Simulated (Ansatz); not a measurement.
Values for one crystal, relaxed and computed with plane-wave PAW r²SCAN (Ansatz code); other levels are named.

```yaml
volume_per_atom: 17.57 Å³
electronic_character: metallic (no gap)
Formation energy from the elements (no fitted shifts): -1.14 eV/atom
Density of states at the Fermi level: 0.21 states/eV per atom (mean over ±0.08 eV)
```

**Question.** Pick the material that matches.
A) Hf2S, P6_3/mmc (Hf on 4f, S on 2b)
B) SrGaSi, P-6m2 (Sr on 1a, Ga on 1d, Si on 1f)
C) GaSb, rock salt
D) V4GaS8, F-43m (V on 16e, Ga on 4a, S on 16e, S on 16e)

**Answer.** D, V4GaS8, F-43m (V on 16e, Ga on 4a, S on 16e, S on 16e)

The first step of the workflow began from a Materials Project structure, measured or hypothetical; the Crystallography Open Database files this formula in space group No. 216, but the cells were not matched. Whether it is the stable phase at ambient conditions was not checked. Symmetry was held in the r²SCAN relaxation; its stability against distortions is not shown here. Magnetic state: ferromagnetic, chosen from 2 collinear starts compared on coarse meshes (ties went to the first, and starts can fall back to one state), not a proven ground state. Other orbital occupations within this spin state were not tried. No Hubbard U is applied. The compound may be a true metal, but semilocal functionals without U, or a wrong spin order, can also close a gap. The references are the lowest solids computed at this level, not always the standard phases. Scalar-relativistic: spin–orbit coupling is off unless named, which matters more the heavier the elements.

Potentials: the later of the program's two PAW sets.
